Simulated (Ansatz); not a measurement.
# Property card for MgCdTe2

MgCdTe2:
```
MgCdTe2
1.0
    4.58071     0.00000     0.00000
    0.00000     4.58071     0.00000
    0.00000     0.00000     6.43358
Mg Cd Te
1 1 2
Direct
  0.50000   0.50000   0.50000
  0.00000   0.00000   0.00000
  0.00000   0.50000   0.25354
  0.50000   0.00000   0.74646
```

Space group P-4m2 (No. 115); conventional cell a = 4.5807 Å, b = 4.5807 Å, c = 6.4336 Å, α = 90.00°, β = 90.00°, γ = 90.00°.

Method: DFT-PBEsol in the program Ansatz with PAW potentials. Structure relaxed to zero pressure with the same functional. Other levels are named where they apply.

Cell and energy:

```yaml
volume_per_atom: 33.75 Å³
density: 4.82 g/cm³
Formation energy from the elements (no fitted shifts): -0.60 eV/atom
```

Electronic structure:

```yaml
band_gap: 1.43 eV (direct)
valence_band_maximum: at Γ
conduction_band_minimum: at Γ
electron_effective_mass: 0.12, 0.12, 0.13 mₑ (principal values)
Electron effective mass with spin–orbit coupling: 0.11, 0.11, 0.12 mₑ (principal values)
Hole effective mass, band 1 of 2 at the edge: 3.7 along x, 0.68 along z (mₑ)
Hole effective mass, band 2 of 2 at the edge: 0.11 along x, 0.68 along z (mₑ)
Hole effective mass with spin–orbit coupling: 0.18, 0.19, 0.62 mₑ (principal values)
HSE06 gap on the PBEsol cell: 2.40 eV
Gap with spin–orbit coupling: 1.16 eV
```

Mechanics:

```yaml
Bulk modulus (Birch–Murnaghan fit): 38.5 GPa
Pressure derivative B′: 4.4
```

Dielectric response:

```yaml
Electronic dielectric constant ε∞ (DFPT): 7.00 (xx = yy), 6.89 (zz)
Born charges (a third of the trace): Mg +1.92, Cd +2.13, Te -2.02 e
```

Charges:

```yaml
bader_charges: Mg +1.53, Cd +0.49, Te -1.01 e
```

The first step of the workflow began from a Materials Project structure, measured or hypothetical; the Crystallography Open Database copy checked does not list it. With Mg and Cd taken as one species the cell has the higher symmetry F-43m, so it may be an ordered model of a mixed-site phase. Whether it is the stable phase at ambient conditions was not checked. Symmetry was held in the PBEsol relaxation; its stability against distortions is not shown here. The references are the lowest solids computed at this level, not always the standard phases. Spin–orbit coupling is left out wherever it is not named.

Potentials: the later of the program's two PAW sets.
